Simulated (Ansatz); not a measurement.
The start is a relaxed Si2W cell displaced along its unstable phonon at q = Γ (64i cm⁻¹), largest move 0.15 Å. The cell and all atomic positions are relaxed at zero pressure with PBE (plane waves to 420 eV, PAW, scalar-relativistic; Ansatz, a first-principles code). First-step values are on the input's coarse k-mesh.

Ansatz input (later rounds restart from its end on a renewed k-mesh):
Ansatz 0.2 input:
```yaml
crystal:
  lattice:
    - [6.5489507311, 0, 0]
    - [0, 6.5489507311, 0]
    - [0, 0, 2.7297427267]
  atoms:
    - { symbol: W, position: [0.5, 0.5, 0.5280867678] }
    - { symbol: W, position: [0, 0, -0.0280867678] }
    - { symbol: Si, position: [0.7707026928, 0.7707026928, 0.4450497666] }
    - { symbol: Si, position: [0.2707026928, 0.7292973072, 0.0549502334] }
    - { symbol: Si, position: [0.7292973072, 0.2707026928, 0.0549502334] }
    - { symbol: Si, position: [0.2292973072, 0.2292973072, 0.4450497666] }
basis: { ecutwfc: 420, ecutrho_ratio: 4, xc_grid: 2, fft_grid_basis: typed }
kpoints: { mp_grid: { grid: [5, 5, 12] } }
hamiltonian:
  xc: pbe
  dispersion: none
  pseudopotentials: { azcp: { folder: ./paw }, kind: paw }
scf: { occupations: { method: fermi_dirac, width: 0.05 } }
relax: { f_tol: 0.01, max_steps: 100, cell: { stress_tol: 0.02 } }
output: { forces: true, stress: true }
```

Problem. By how much does the energy per atom fall from start to end?

Solution. 0.10 eV/atom.

Problem. Does it find its way back to the structure it was made from?

Solution. It does not go back: it reaches P4/nmm (No. 129), 0.10 eV/atom below the parent.

Problem. How do the shortest distances between atoms change?

Solution. The closest pairs of elements (up to four, under 3.6 Å), start → end: Si–W 2.49 → 2.45 Å; W–W 2.73 → 2.75 Å; Si–Si 2.73 → 2.75 Å.

Problem. What band gap does the relaxed structure have at this level?

Solution. No gap (metallic).

Problem. Write out the relaxed structure.

Solution. 
Space group P4/nmm, origin choice 1 (No. 129); a = 6.2758 Å, b = 6.2758 Å, c = 2.7468 Å, α = 90.00°, β = 90.00°, γ = 90.00°

```json
[
 {"atom": "W", "site": "2c", "symmetry": "4mm", "x": "0.0000", "y": "0.5000", "z": "0.3783"},
 {"atom": "Si", "site": "4d", "symmetry": "..2/m", "x": "0.2500", "y": "0.2500", "z": "0.0000"}
]
```

Final values are on a 8×8×17 k-mesh of the relaxed cell. No spin polarisation in the result.

The run could not lose the symmetry of its start: the end is stationary, and may be a saddle point rather than a minimum.

The relaxed structure here is a generated cell of Si2W: the first start was made by placing the elements on the sites of a structure type, and the end was not matched to a known phase here, so it may be hypothetical. Known forms of Si2W include space group No. 139.
